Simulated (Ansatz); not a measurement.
SiC in space group P-6m2 (No. 187; Si on 1a, C on 1f) at seven volumes, PBE (plane waves, PAW; program Ansatz), shape and atoms relaxed at each. One row is withheld.

| V (Å³/atom) | P (GPa) |
|---|---|
| 8.297 | 22.61 |
| 8.570 | ? |
| 8.844 | 6.37 |
| 9.117 | 0.01 |
| 9.391 | -5.47 |
| 9.664 | -10.09 |
| 9.938 | -13.98 |

Question: Fit the shown pressures and predict the withheld one.

Answer: P = (3/2)B₀(x^(7/2) − x^(5/2))[1 + (3/4)(B′ − 4)(x − 1)] with x = (V₀/V)^(2/3). Least squares on the six rows gives V₀ = 9.117 Å³/atom, B₀ = 196 GPa, B′ = 4.33. At V = 8.570, x = 1.0421 and P = 13.87 GPa. The run itself gave 13.85 GPa.

The cell is a constructed one: a structure type filled with these elements; neither database checked (COD, Materials Project) lists it. It is not the phase usual at ambient conditions (space group No. 186, 216). Symmetry was held in the PBE relaxation; whether a distortion lowers the energy is not shown.

Potentials: the later of the program's two PAW sets.
